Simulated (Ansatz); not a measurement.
What DFT gives for CaBe2Ge2

```
CELL_PARAMETERS angstrom
4.07514 0.00000 0.00000
0.00000 4.07514 0.00000
0.00000 0.00000 10.05606
ATOMIC_POSITIONS crystal
Ge 0.25000 0.25000 0.36800
Ge 0.75000 0.75000 0.63200
Ca 0.25000 0.25000 0.74900
Ca 0.75000 0.75000 0.25100
Be 0.25000 0.25000 0.10800
Be 0.75000 0.75000 0.89200
Ge 0.75000 0.25000 0.00000
Ge 0.25000 0.75000 0.00000
Be 0.75000 0.25000 0.50000
Be 0.25000 0.75000 0.50000
```

Method: r2SCAN, no spin polarisation; PAW, plane waves to 500 eV, 8×8×4 Γ-centred mesh, gaussian occupations (width 0.1202 eV) (Ansatz 0.2.0), atoms fixed.

- Electronic structure: It is a metal, with about 1.9 states/eV a cell as the mean within 0.25 eV of the Fermi level, mostly Ge p (72 %).
- Formation energy: -0.24 eV an atom against the elements' usual phases (free molecules for gases, crystals otherwise, with no correction for O₂ or N₂), so it is bound against them; other compounds may still compete. Relaxing would lower it.
- Forces: The largest is on Be5 (and as large on other atoms): 1.84 eV/Å, components (0.00, 0.00, 1.84). It makes 118° with the line to a nearest neighbour, Ge7 at 2.31 Å.
- Stress: The pressure is -2.1 GPa (compression positive), so with the atoms held at these fractions the cell would first shrink; the forces are large, so a full relaxation may end otherwise. The principal stresses -2.9, -1.7, -1.7 GPa differ, so its shape would change too.

Origin: a database entry at a rescaled volume. Caveats: atoms or cell far from equilibrium.
